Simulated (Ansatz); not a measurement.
Bi₂MgTe₃:
```xyz
6
Lattice="4.1969 0.0000 0.0000 -2.0984 3.6346 0.0000 0.0000 0.0000 11.9808" Properties=species:S:1:pos:R:3 pbc="T T T"
Te     0.0000     2.4231     7.6698
Bi     2.0984     1.2115     9.8528
Te     0.0000     0.0000     0.0000
Bi     0.0000     2.4231     2.1280
Te     2.0984     1.2115     4.3110
Mg     0.0000     0.0000     5.9904
```

Relaxed with r²SCAN+D4. Special points in fractions of this cell's reciprocal vectors: Γ (0.000, 0.000, 0.000); M (0.500, 0.000, 0.000); K (0.333, 0.333, 0.000); A (0.000, 0.000, 0.500); L (0.500, 0.000, 0.500); H (0.333, 0.333, 0.500).

Problem. List the band energies nearest the Fermi level at these points for r²SCAN+D4 with spin–orbit coupling (plane waves, PAW; program Ansatz).

Solution. In eV from the Fermi level; about four levels below and three above (degenerate sets whole), none deeper than 8.9 eV; points with the same levels are listed once.

```tsv
k	below	above
Γ	-0.57 -0.57 -0.43 -0.43	0.51 0.51 1.40 1.40
M	-1.85 -1.85 -0.73 -0.73	0.52 0.52 1.10 1.10
K	-2.85 -2.85 -1.10 -1.10	0.54 0.54 1.22 1.22
A	-0.79 -0.79 -0.33 -0.33	0.45 0.45 1.51 1.51
L	-1.46 -1.46 -1.14 -1.14	0.13 0.13 0.96 0.96
H	-0.55 -0.55 -0.43 -0.43	0.39 0.39 1.32 1.32
```

Space group P-3m1. The cell is a constructed one: a structure type filled with these elements; neither database checked (COD, Materials Project) lists it. Its standing as an ambient phase is unchecked. The cell was relaxed with r²SCAN+D4 under the symmetry of its start; whether a distortion lowers the energy is not shown.

Potentials: the later of the program's two PAW sets.
